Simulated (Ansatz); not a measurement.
A scan (energy over volume and axial ratio; atoms clamped) gave these values. Computed with PBE (plane waves to 420 eV, PAW, scalar-relativistic; Ansatz, a program for electronic structure).

Shear modulus C′ = (C11 − C12)/2 (fit, atoms clamped): 16 GPa

Q: Of these crystals, all scanned alike, which one is it?
(A) InAs (zinc blende)
(B) AlRu (CsCl type)
(C) BeSe (zinc blende)
(D) SnTe (rock salt)

A: A, InAs (zinc blende). The others have, for the shear modulus C′ = (C11 − C12)/2: SnTe 56 GPa, AlRu 86 GPa, BeSe 39 GPa

AlRu is run without spin polarisation. All were relaxed with their symmetry unable to fall. At this level the bands of InAs touch or barely overlap; measurements give the solid a gap. Spin-orbit coupling is left out. With partly filled bands, the response to shear is sensitive to the k mesh, so small differences along c/a are uncertain.

(A scan under strain: stresses follow from slopes of the energy per volume, elastic moduli from its curvatures.)
